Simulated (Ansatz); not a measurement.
input.yaml

```yaml
crystal:
  lattice:
    - [2.9053527439, 0.0, 0.0]
    - [-1.4526763719, 2.5161092832, 0.0]
    - [0.0, 0.0, 10.0157993133]
  atoms:
    - { symbol: Re, position: [0.3333333333, 0.6666666667, 0.6083877485] }
    - { symbol: Re, position: [0.6666666667, 0.3333333333, 0.1083877485] }
    - { symbol: Re, position: [0.6666666667, 0.3333333333, 0.3916122515] }
    - { symbol: Re, position: [0.3333333333, 0.6666666667, 0.8916122515] }
    - { symbol: C, position: [0.3333333333, 0.6666666667, 0.25] }
    - { symbol: C, position: [0.6666666667, 0.3333333333, 0.75] }
basis:
  ecutwfc: 500
kpoints:
  mp_grid: { grid: [12, 12, 4] }
hamiltonian:
  xc: r2scan
scf:
  occupations: { method: gaussian, width: 0.1 }
output:
  forces: true
  stress: true
  eigenvalues: true
relax:
  adjacent_minimum: "off"
  f_tol: 0.01
  max_steps: 30
  cell: { stress_tol: 0.1, fix: [volume] }
```

Command:
```bash
ansatz run input.yaml --threads 2 --pin off --max-ram 5120MiB --backend cpu --events-out ev --progress --plain --runs-dir out
```

These are results of DFT r2SCAN, scalar-relativistic, plane waves, PAW in Ansatz, not measurements.

Part of what the program printed, abridged (final results; tables in files aren't shown):

```
SCF 5 converged in 4 iterations: F = -44026.829229 eV  dr2 = 9.57e-11
SCF converged after 4 iterations
Free energy (F): -44026.829229 eV
Harris-Foulkes:  -44026.829229 eV  (|F-HF|=7.28e-11)
Internal energy: -44026.825691 eV  (E = F + TS)
E sigma→0 (E₀):  -44026.827460 eV
Entropy (-TS):   -0.003538 eV (-0.590 meV/atom)
Fermi energy:    21.474914 eV
--- Per-component energies (eV) ---
  E_band       = -423.856161
  E_kinetic    = 2330.422508
  E_local      = -3457.266691  (includes V_loc(G=0)·N_el)
  E_nonlocal   = 246.509875
  E_hartree    = 1221.739359
  E_xc         = -1638.900899
  E_vxc        = -1487.752462  (∫ρ·V_xc dr)
  E_paw        = -34955.297369  (= ΣΔE_a)
  E_vpaw       = -576.423840  (= ΣTr[D̂ρ^β])
  E_aug_tail   = -0.000131  (compensation charges beyond the density's cutoff)
  E_vtau       = 77.175546  (kinetic-family band-sum trace: ∫τ·v_τ [+ j·A + Jᵃ·Aᵃ] dr)
  E_ewald      = -7772.099312
  E_core_change = -1.933030  (= ΣΔE_core)
  E_smearing   = -0.003538  (= −TS)
--- Forces (eV/Å), atoms counted from 1 ---
  atom   1  Re     0.00000000     0.00000000     0.00437732
  atom   2  Re     0.00000000     0.00000000     0.00437732
  atom   3  Re     0.00000000     0.00000000    -0.00437732
  atom   4  Re     0.00000000     0.00000000    -0.00437732
  atom   5  C      0.00000000     0.00000000     0.00000000
  atom   6  C      0.00000000     0.00000000     0.00000000
--- Stress (GPa, compression-positive) ---
      -21.544428       0.000000       0.000000
        0.000000     -21.544428       0.000000
        0.000000       0.000000     -21.527211
  P = ⅓ Tr σ = -21.5387 GPa (-215.387 kbar)
--- Band table (eV; the first three rows and the last of 57) ---
  k-point 0: bands = ["-60.9158", "-60.8998", "-60.8492", "-60.8331", "-22.6432", "-22.3524", "-22.0517", "-21.8919", "-21.8919", "-21.8651", "-21.8651", "-21.7827", "-21.7827", "-21.7553", "-21.7553", "-21.7403", "6.6507", "7.2783", "11.7943", "13.1826", "15.6883", "15.9310", "17.3262", "17.3262", "17.9871", "17.9871", "18.6693", "19.2993", "19.2993", "19.5031", "19.5031", "19.6259", "19.6520", "19.6520", "21.8360", "21.8360", "21.9639", "22.0241", "22.0241", "23.0900", "23.9477"]
  k-point 1: bands = ["-60.9139", "-60.9027", "-60.8463", "-60.8350", "-22.6143", "-22.4222", "-21.9790", "-21.8887", "-21.8887", "-21.8700", "-21.8700", "-21.7777", "-21.7777", "-21.7723", "-21.7586", "-21.7586", "6.7303", "7.1710", "11.9914", "12.9610", "15.7485", "15.9403", "17.3940", "17.3940", "17.8413", "17.8413", "18.7518", "19.3178", "19.3178", "19.4426", "19.5849", "19.5849", "19.8040", "19.8040", "21.1636", "21.1636", "22.1584", "22.6613", "22.6613", "22.9482", "23.7711"]
  k-point 2: bands = ["-60.9088", "-60.9088", "-60.8402", "-60.8402", "-22.5333", "-22.5333", "-21.8802", "-21.8802", "-21.8802", "-21.8802", "-21.8606", "-21.8606", "-21.7673", "-21.7673", "-21.7673", "-21.7673", "6.9372", "6.9372", "12.4653", "12.4653", "15.8752", "15.8752", "17.5847", "17.5847", "17.5847", "17.5847", "19.0502", "19.0502", "19.4381", "19.4381", "19.4381", "19.4381", "20.4261", "20.4261", "20.4261", "20.4261", "22.5786", "22.5786", "23.3016", "23.3016", "23.3016"]
  k-point 56: bands = ["-60.8349", "-60.8349", "-60.8194", "-60.8194", "-22.4221", "-22.4221", "-22.3614", "-22.3614", "-22.3381", "-22.3381", "-22.1192", "-22.1192", "-22.0378", "-22.0378", "-21.8619", "-21.8619", "9.3777", "9.3777", "14.2963", "14.2963", "15.0207", "15.0207", "15.8168", "15.8168", "17.2540", "17.2540", "17.5481", "17.5481", "19.0368", "19.0368", "19.9324", "19.9324", "21.1773", "21.1773", "23.1459", "23.1459", "24.0430", "24.0430", "24.7045", "24.7045", "25.9975"]
--- Relaxed structure (4 steps of the walk, 3 accepted, 1 SCFs on fresh bases) ---
  F+E_penalty+E_count = -44026.82922910 eV   max|allowed force component| = 4.377e-3 eV/Å   (the final SCF, on the basis selected at the relaxed cell)
  cell:  # Å, volume = 73.2173 Å³
    - [2.90813081, 0.0, 0.0]
    - [-1.45406540, 2.51851516, 0.0]
    - [0.0, 0.0, 9.99667270]
  atoms:
    - { symbol: Re, position: [0.33333333, 0.66666666, 0.60852380] }
    - { symbol: Re, position: [0.66666666, 0.33333333, 0.10852380] }
    - { symbol: Re, position: [0.66666666, 0.33333333, 0.39147619] }
    - { symbol: Re, position: [0.33333333, 0.66666666, 0.89147619] }
    - { symbol: C, position: [0.33333333, 0.66666666, 0.25] }
    - { symbol: C, position: [0.66666666, 0.33333333, 0.75] }
```

The relaxation met its thresholds.

It took 82 s on 2 threads of Intel(R) Xeon(R) Processor @ 2.50GHz (Skylake/Cascade Lake), with other jobs on the host, peak memory 0.68 GiB.

Spin–orbit coupling is left out, which can shift energies with elements as heavy as these.